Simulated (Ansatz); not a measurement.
MgO:
```
CELL_PARAMETERS angstrom
      0.00000     2.10743     2.10743
      2.10743     0.00000     2.10743
      2.10743     2.10743     0.00000
ATOMIC_POSITIONS crystal
  Mg 0.00000 0.00000 0.00000
  O  0.50000 0.50000 0.50000
```

Relaxed with PBEsol. Special points in fractions of this cell's reciprocal vectors: Γ (0.000, 0.000, 0.000); X (0.500, 0.000, 0.500); U (0.625, 0.250, 0.625); K (0.375, 0.375, 0.750); L (0.500, 0.500, 0.500); W (0.500, 0.250, 0.750).

Question: List the band energies nearest the valence-band maximum at these points for the program Ansatz at the PBEsol level (PAW).

Answer: In eV from the valence-band maximum; about four levels below and three above (degenerate sets whole), none deeper than 8.9 eV; … stands for higher levels left out; points with the same levels are listed once.

```tsv
k	below	above
Γ	0.00 0.00 0.00	4.62 …
X	-4.10 -1.35 -1.35	8.95 …
U	-3.51 -2.73 -1.15	9.93 …
L	-4.66 -0.65 -0.65	7.74 …
W	-2.97 -2.97 -1.78	…
```

Space group Fm-3m (rock salt). The cell was relaxed with PBEsol under the symmetry of its start; phonons on a q-mesh show no instability.

Potentials: the earlier of the program's two PAW sets.
